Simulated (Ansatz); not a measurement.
The end point of a relaxation of CdSe. Method: r2SCAN (plane waves to 500 eV, PAW, scalar-relativistic; Ansatz, a first-principles code).

```
CELL_PARAMETERS angstrom
      0.00000     2.84266     2.84266
      2.84266     0.00000     2.84266
      2.84266     2.84266     0.00000
ATOMIC_POSITIONS crystal
  Cd 0.50000 0.50000 0.50000
  Se 0.00000 0.00000 0.00000
```

**Question.** Find the space group and the Wyckoff positions (tolerance 0.01 Å).

**Answer.** Space group Fm-3m (No. 225); a = b = c = 5.685 Å, α = β = γ = 90.00°

```
atom  site  symmetry       x       y       z
----  ----  --------  ------  ------  ------
Cd      4b      m-3m  0.5000  0.5000  0.5000
Se      4a      m-3m  0.0000  0.0000  0.0000
```

This is the rock salt type.

**Question.** Give the shortest distances between elements (the closest pairs, up to four, under 3.6 Å).

**Answer.** Cd–Se 2.84 Å.

| Item | Value |
|---|---|
| Volume per atom | 22.97 Å³ |
| Band gap | no clear gap: the sampled points leave 0.03 eV away from the symmetry points, which may be a band crossing missed between them |
| Smallest direct gap | 1.53 eV at Γ |

No spin polarisation in the result.

The run could not lose the symmetry of its start.

The relaxed structure has the type that CdSe is known to take under pressure; here it was relaxed at zero pressure, from a generated start.
